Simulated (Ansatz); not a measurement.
**A sublattice moved along a line in SnBi3**

These are results of Ansatz 0.2.0, DFT PBEsol, scalar-relativistic, plane waves, PAW, not measurements. Settings: plane waves to 420 eV, k-mesh 14×14×14 (Γ-centred), Gaussian smearing 0.15 eV. Spin–orbit coupling is left out, which can shift energies with elements as heavy as these. No spin polarisation. Energies are free energies at this smearing, counted from the undisturbed cell; pressure is positive in compression.

Reference structure (relaxed at this level; it needn't be the usual structure):

```
Sn Bi
1.0
    -2.32842    2.32842    5.46255
     2.32842   -2.32842    5.46255
     2.32842    2.32842   -5.46255
Sn Bi
1 3
Direct
  0.00000 0.00000 0.00000
  0.50000 0.50000 0.00000
  0.25000 0.75000 0.50000
  0.75000 0.25000 0.50000
```

Every Sn atom is moved by x along the Cartesian unit vector (-0.707, -0.707, 0.000); the cell and all other atoms stay fixed. The cell is metallic on the mesh throughout.

```tsv
x (Å)	ΔE (meV/cell)
-0.2000	18.5
-0.1000	4.1
0.0000	0.0
0.1500	9.7
```

Predict the pressure (GPa) at each point.

| x (Å) | pressure (GPa) |
| --- | --- |
| -0.2000 | 0.4 |
| -0.1000 | 0.1 |
| 0.0000 | 0.0 |
| 0.1500 | 0.2 |

Cost: 4 runs of about 4.3 core-minutes in all, on Intel Xeon 6975P-C (Granite Rapids) (shared hosts).